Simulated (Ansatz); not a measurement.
# Cs2AgSnCl6 single point

input.yaml (Ansatz 0.2.0)

```yaml
crystal:
  lattice:
    - [0.0, 5.218618, 5.218618]
    - [5.218618, 0.0, 5.218618]
    - [5.218618, 5.218618, 0.0]
  atoms:
    - { symbol: Cs, position: [0.25, 0.25, 0.25] }
    - { symbol: Cs, position: [0.75, 0.75, 0.75] }
    - { symbol: Sn, position: [0.0, 0.0, 0.0] }
    - { symbol: Ag, position: [0.5, 0.5, 0.5] }
    - { symbol: Cl, position: [0.76021, 0.23979, 0.23979] }
    - { symbol: Cl, position: [0.23979, 0.76021, 0.23979] }
    - { symbol: Cl, position: [0.23979, 0.76021, 0.76021] }
    - { symbol: Cl, position: [0.76021, 0.23979, 0.76021] }
    - { symbol: Cl, position: [0.23979, 0.23979, 0.76021] }
    - { symbol: Cl, position: [0.76021, 0.76021, 0.23979] }
  symmetry: { tolerance: 0.0003 }
kpoints:
  mp_grid: { grid: [6, 6, 6], shift: [0, 0, 0] }
  band_path:
    path:
      - [0.0, 0.0, 0.0]
      - [0.5, 0.0, 0.5]
      - [0.625, 0.25, 0.625]
      - [0.375, 0.375, 0.75]
      - [0.0, 0.0, 0.0]
      - [0.5, 0.5, 0.5]
      - [0.5, 0.25, 0.75]
      - [0.5, 0.0, 0.5]
    npoints: 8
magnetization:
  spin_polarized: false
scf:
  occupations: { method: fermi_dirac }
  lower_state_search: "off"
  max_iter: 200
hamiltonian:
  pseudopotentials: { kind: paw }
  xc: pbe
total_charge: 1
basis:
  ecutwfc: 420
  fft_grid_basis: typed
output:
  forces: true
  stress: true
  eigenvalues: true
  bader: true
  populations: true
  elf: true
  write_potential: true
  volumetric_format: npy
  dos:
    e_range: [-12, 8]
    de: 0.05
    projected: { site_lists: { Ag: [Ag], Cl: [Cl], Cs: [Cs], Sn: [Sn] } }
checkpoint:
  read: saved_state
```

The saved state is an earlier solution for the same cell, perhaps on another mesh. 

Parts of the output:

```
SCF iter   1: F=—  Δρ=4.75e-4  dr2=8.74e-4
SCF iter   2: F=—  Δρ=2.50e-4  dr2=2.31e-4
SCF iter   3: F=—  Δρ=9.59e-5  dr2=5.86e-5
SCF iter   4: F=—  Δρ=4.08e-5  dr2=7.04e-6
SCF iter   5: F=—  Δρ=1.70e-5  dr2=7.34e-7
SCF iter   6: F=-31451.7551 eV  Δρ=2.32e-6  dr2=1.67e-8
Free energy (F): -31451.7551 eV
Harris-Foulkes:  -31451.7551 eV  (|F-HF|=1.61e-8)
Internal energy: -31451.7473 eV  (E = F + TS)
E sigma→0 (E₀):  -31451.7512 eV
Entropy (-TS):   -0.0078 eV (-0.781 meV/atom)
Fermi energy:    4.1775 eV
--- Stress (GPa, compression-positive) ---
        1.9869       0.0000       0.0000
        0.0000       1.9869       0.0000
        0.0000       0.0000       1.9869
  P = ⅓ Tr σ = 1.9869 GPa (19.869 kbar)
--- Löwdin populations: 10 sites ---
  site symbol       q [e]
     0     Cs      8.2024
     1     Cs      8.2024
     2     Sn     12.8203
     3     Ag     18.2665
     4     Cl      7.3645
     5     Cl      7.3645
     6     Cl      7.3645
     7     Cl      7.3645
     8     Cl      7.3645
     9     Cl      7.3645
  spilling = 0.0035 (of n_electrons = 92.0000)
--- Bader charges: 10 sites ---
  site symbol  charge [e]  shift [e]
     0     Cs      0.8928     0.0000
     1     Cs      0.8928     0.0000
     2     Sn      1.9480     0.0006
     3     Ag      0.7149     0.0003
     4     Cl     -0.5748     0.0000
     5     Cl     -0.5748     0.0000
     6     Cl     -0.5748     0.0000
     7     Cl     -0.5748     0.0000
     8     Cl     -0.5748     0.0000
     9     Cl     -0.5748     0.0000
```

Origin: a known structure type with other elements, at an estimated volume, so it need not be a known compound. Caveats: charged cell with a uniform background.
